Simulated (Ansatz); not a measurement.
All numbers below come from Ansatz, DFT PBE, scalar-relativistic, plane waves, PAW. All cells share a 420 eV cutoff and Γ-centred k meshes spaced at most about 0.3 Å⁻¹ (about 0.25 or finer for metals, 2π included). No spin polarisation in the final relaxations.

All energies are static (0 K, no zero-point motion).

Two forms of Zr₃Si₂F were relaxed alike.

1.

```yaml
crystal:
  lattice:
    - [5.46116, 0.00000, 0.00000]
    - [-2.73058, 4.72950, 0.00000]
    - [0.00000, 0.00000, 6.35734]
  atoms:
    - { symbol: Zr, position: [0.50000, 0.00000, 0.50000] }
    - { symbol: Zr, position: [0.00000, 0.50000, 0.50000] }
    - { symbol: Zr, position: [0.50000, 0.50000, 0.50000] }
    - { symbol: Si, position: [0.00000, 0.00000, 0.81398] }
    - { symbol: Si, position: [0.00000, 0.00000, 0.18602] }
    - { symbol: F, position: [0.00000, 0.00000, 0.50000] }
```

2.

```yaml
crystal:
  lattice:
    - [2.85860, 0.00000, 0.00000]
    - [0.00000, 2.85860, 0.00000]
    - [0.00000, 0.00000, 13.39532]
  atoms:
    - { symbol: Zr, position: [0.00000, 0.00000, 0.35582] }
    - { symbol: Zr, position: [0.00000, 0.00000, 0.64418] }
    - { symbol: Zr, position: [0.50000, 0.50000, 0.00000] }
    - { symbol: Si, position: [0.50000, 0.00000, 0.18133] }
    - { symbol: Si, position: [0.00000, 0.50000, 0.81867] }
    - { symbol: F, position: [0.50000, 0.50000, 0.50000] }
```

**Question.** Which form is favoured at zero pressure, and by what margin per atom?

**Answer.** Cell 2 is lower, by 1.06 eV/atom. Cell 1 has space group P6/mmm (No. 191), 27.4 Å³/atom and no gap on its mesh; cell 2 has space group P-4m2 (No. 115), 18.2 Å³/atom and no gap. Counting Si or Zr atoms around F (for each partner element, those within 1.25 times its shortest distance or 1.15 times the sum of covalent radii, where it is the nearest in units of that sum or under 1.3; the shortest distance is added where it is long for a bond), cell 1 has F 8 and cell 2 has F 8 from 2.8 Å. Cell 1 holds Si–Si pairs (shortest 2.37 Å); in cell 2 the shortest Si–Si distance is 2.86 Å, near bonding range too. The denser one is the lower, and pressure would at first widen the difference. In cell 1, Zr is surrounded by 4 Zr at 2.73 Å, 2 F at 2.73 Å and 4 Si at 3.38 Å; Si is surrounded by 1 F at 2.00 Å, 1 Si at 2.37 Å and 6 Zr at 3.38 Å; F is surrounded by 2 Si at 2.00 Å and 6 Zr at 2.73 Å. In cell 2, Zr on a site of symmetry 2mm has 2 Si at 2.74 Å, 4 F at 2.80 Å and 4 Zr at 2.86 Å; Si is surrounded by 4 Zr at 2.74–2.82 Å and 4 Si at 2.86 Å; F is surrounded by 8 Zr at 2.80 Å and 4 F at 2.86 Å; 1 more site not described. Both come from invented guesses. A third cell relaxed alike, in R-3m, lies 0.42 eV/atom below the lower of the two.

Cells relaxed within their symmetry can be saddle points.
